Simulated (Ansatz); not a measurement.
InP:
```cif
data_In4P4
_chemical_formula_sum 'In4 P4'
_space_group_name_H-M_alt 'F-43m'
_space_group_IT_number 216
_space_group_name_Hall 'F -4 2 3'
_cell_length_a 5.87868
_cell_length_b 5.87868
_cell_length_c 5.87868
_cell_angle_alpha 90.000
_cell_angle_beta 90.000
_cell_angle_gamma 90.000
loop_
_atom_site_label
_atom_site_type_symbol
_atom_site_symmetry_multiplicity
_atom_site_Wyckoff_symbol
_atom_site_fract_x
_atom_site_fract_y
_atom_site_fract_z
_atom_site_occupancy
In1 In 4 a 0.00000 0.00000 0.00000 1
P1 P 4 c 0.25000 0.25000 0.25000 1
```
(The calculation used a cell of 2 atoms; values per cell refer to that cell.)

Relaxed with PBEsol.

### Question
Give the optical modes at the zone centre with their infrared activity from DFPT, the program Ansatz at the PBEsol level (PAW).

### Answer
Transverse frequencies, without the LO–TO term; a row sums one degenerate level.

| ω (cm⁻¹) | degeneracy | IR ((D/Å)²/amu) | activity | symmetry |
|---|---|---|---|---|
| 296 | 3 | 18.01 | IR | T2 |

Symmetry was held in the PBEsol relaxation.

Potentials: the earlier of the program's two PAW sets. The files were generated under PBE; for other functionals the program regenerates the frozen cores, and for LDA and PBEsol the local potential too.
